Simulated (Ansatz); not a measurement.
CuIr₂S₄:
```yaml
crystal:
  lattice:
    - [0.00000, 4.89101, 4.89101]
    - [4.89101, 0.00000, 4.89101]
    - [4.89101, 4.89101, 0.00000]
  atoms:
    - { symbol: Cu, position: [0.25000, 0.25000, 0.25000] }
    - { symbol: Cu, position: [0.00000, 0.00000, 0.00000] }
    - { symbol: Ir, position: [0.62500, 0.62500, 0.12500] }
    - { symbol: Ir, position: [0.62500, 0.12500, 0.62500] }
    - { symbol: Ir, position: [0.62500, 0.62500, 0.62500] }
    - { symbol: Ir, position: [0.12500, 0.62500, 0.62500] }
    - { symbol: S, position: [0.38472, 0.84584, 0.38472] }
    - { symbol: S, position: [0.86528, 0.86528, 0.86528] }
    - { symbol: S, position: [0.84584, 0.38472, 0.38472] }
    - { symbol: S, position: [0.86528, 0.86528, 0.40416] }
    - { symbol: S, position: [0.38472, 0.38472, 0.84584] }
    - { symbol: S, position: [0.40416, 0.86528, 0.86528] }
    - { symbol: S, position: [0.38472, 0.38472, 0.38472] }
    - { symbol: S, position: [0.86528, 0.40416, 0.86528] }
```

Relaxed with PBEsol. Special points in fractions of this cell's reciprocal vectors: Γ (0.000, 0.000, 0.000); X (0.500, 0.000, 0.500); U (0.625, 0.250, 0.625); K (0.375, 0.375, 0.750); L (0.500, 0.500, 0.500); W (0.500, 0.250, 0.750).

Q: List the band energies nearest the Fermi level at these points for DFT-PBEsol in the program Ansatz with PAW potentials.

A: In eV from the Fermi level; about four levels below and three above (degenerate sets whole), none deeper than 8.9 eV; points with the same levels are listed once.

```csv
k,below,above
Γ,-1.06 -1.06 -1.06 -0.33 -0.33 -0.33,3.17 3.17 3.17
X,-0.31 -0.31 -0.07 -0.07,0.27 0.27 1.33 1.33
U,-0.60 -0.30 -0.28 -0.10,0.05 0.29 1.44
L,-0.44 -0.44 -0.41 -0.41 -0.41,2.24 2.24 2.35
W,-0.59 -0.59 -0.08 -0.08,0.21 0.21 1.51 1.51
```

Space group Fd-3m (spinel). The workflow started from a Materials Project entry (that database holds measured and hypothetical structures alike); the Crystallography Open Database files this formula in space group No. 227, but the cells were not matched. Whether it is the stable phase at ambient conditions was not checked. The cell was relaxed with PBEsol under the symmetry of its start; whether a distortion lowers the energy is not shown. No spin polarisation was allowed. Scalar-relativistic: spin–orbit coupling is off unless named, which matters more the heavier the elements.

Potentials: the later of the program's two PAW sets.
